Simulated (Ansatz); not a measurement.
CsSrF3 (cubic perovskite)

```cif
data_CsF3Sr
_chemical_formula_sum 'Cs1 Sr1 F3'
_space_group_name_H-M_alt 'Pm-3m'
_space_group_IT_number 221
_space_group_name_Hall '-P 4 2 3'
_cell_length_a 4.76395
_cell_length_b 4.76395
_cell_length_c 4.76395
_cell_angle_alpha 90.000
_cell_angle_beta 90.000
_cell_angle_gamma 90.000
loop_
_atom_site_label
_atom_site_type_symbol
_atom_site_symmetry_multiplicity
_atom_site_Wyckoff_symbol
_atom_site_fract_x
_atom_site_fract_y
_atom_site_fract_z
_atom_site_occupancy
Cs1 Cs 1 a 0.00000 0.00000 0.00000 1
Sr1 Sr 1 b 0.50000 0.50000 0.50000 1
F1 F 3 c 0.00000 0.50000 0.50000 1
```

Grid over V/V₀ and (c/a)/(c/a)₀, subscript 0 meaning the relaxed cell; the conventional c axis lies along z; no internal relaxation.

All values below come from r2SCAN (plane waves to 500 eV, PAW, scalar-relativistic; Ansatz, an electronic-structure program). k mesh 7×7×7 (Γ-centred), Fermi-Dirac smearing 0.05 eV. Compression counts positive. CsSrF3 was relaxed with its symmetry unable to fall.

Changes of σxx (GPa) from the point V/V₀ = 1.000, (c/a)/(c/a)₀ = 1.000 when one coordinate moves alone (two changes are said to add if the coupling is within 5 % of the smaller one, nearly so within 20 %):

```csv
point,change
"V/V₀ = 1.000, (c/a)/(c/a)₀ = 0.960",-1.033
"V/V₀ = 1.000, (c/a)/(c/a)₀ = 0.973",-0.700
"V/V₀ = 1.000, (c/a)/(c/a)₀ = 0.987",-0.356
"V/V₀ = 0.960, (c/a)/(c/a)₀ = 1.000",2.016
"V/V₀ = 0.973, (c/a)/(c/a)₀ = 1.000",1.291
"V/V₀ = 0.987, (c/a)/(c/a)₀ = 1.000",0.621
"V/V₀ = 1.013, (c/a)/(c/a)₀ = 1.000",-0.575
"V/V₀ = 1.027, (c/a)/(c/a)₀ = 1.000",-1.108
"V/V₀ = 1.040, (c/a)/(c/a)₀ = 1.000",-1.600
"V/V₀ = 1.000, (c/a)/(c/a)₀ = 1.013",0.367
"V/V₀ = 1.000, (c/a)/(c/a)₀ = 1.027",0.746
"V/V₀ = 1.000, (c/a)/(c/a)₀ = 1.040",1.137
```

Q: Do the two effects add at V/V₀ = 0.987, (c/a)/(c/a)₀ = 1.013? Give the computed change.

A: The sum of the single changes is 0.621 + (0.367) = 0.988; the calculation gives 1.009, so the coupling contributes 0.021 (under 20 % of the smaller single change, nearly additive).

Q: Do the two effects add at V/V₀ = 1.027, (c/a)/(c/a)₀ = 1.013? Give the computed change.

A: The sum of the single changes is -1.108 + (0.367) = -0.741; the calculation gives -0.780, so the coupling contributes -0.039 (under 20 % of the smaller single change, nearly additive).

Q: Do the two effects add at V/V₀ = 1.013, (c/a)/(c/a)₀ = 1.027? Give the computed change.

A: The sum of the single changes is -0.575 + (0.746) = 0.171; the calculation gives 0.130, so the coupling contributes -0.041 (under 20 % of the smaller single change, nearly additive).

(Under strain, the slope of the energy per volume gives the stress and its curvature an elastic modulus.)
